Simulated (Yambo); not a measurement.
# Excitons in LiF at +2 % isotropic strain

```
LiF
1.0
    0.00000     2.04069     2.04069
    2.04069     0.00000     2.04069
    2.04069     2.04069     0.00000
Li F
1 1
Cartesian
  0.00000   0.00000   0.00000
  2.04069   2.04069   2.04069
```

The PBEsol cell relaxed from Materials Project entry mp-1138 was given an isotropic strain of +2 % on all lattice vectors, and the atoms were relaxed again.

BSE in Yambo on norm-conserving PBEsol (Quantum ESPRESSO, 84 Ry, scalar-relativistic) bands: 10×10×10 mesh, 3 valence and 1 conduction bands, static screening with 9 bands and a 4 Ry block, scissor 4.68 eV, Tamm-Dancoff; field along x.

| state | energy (eV) | states within 2 meV | relative strength | class | main transitions |
|---|---|---|---|---|---|
| 1 | 10.95 | 3 | 1.00 | strong | several band pairs |
| 2 | 12.44 | 3 | < 0.01 | dark | several band pairs |
| 3 | 12.51 | 3 | 0.13 | strong | several band pairs |
| 4 | 12.52 | 2 | < 0.01 | dark | several band pairs |
| 5 | 12.62 | 3 | < 0.01 | dark | several band pairs |
| 6 | 12.84 | 3 | 0.10 | strong | several band pairs |
| 7 | 12.89 | 4 | < 0.01 | dark | several band pairs |
| 8 | 12.89 | 2 | < 0.01 | dark | several band pairs |

These are vertical excitations (zero momentum). The direct quasiparticle gap on this mesh is 13.29 eV; counted from there, state 1 is bound by 2.34 eV. Convergence with the mesh was not shown.

Spin singlets only. Strengths are relative to the strongest of the lowest states of this run; strong means a line over 3 % of the spectrum's maximum, dark under 0.03 %. Absolute energies carry the error of the G0W0 scissor, whose convergence isn't established.
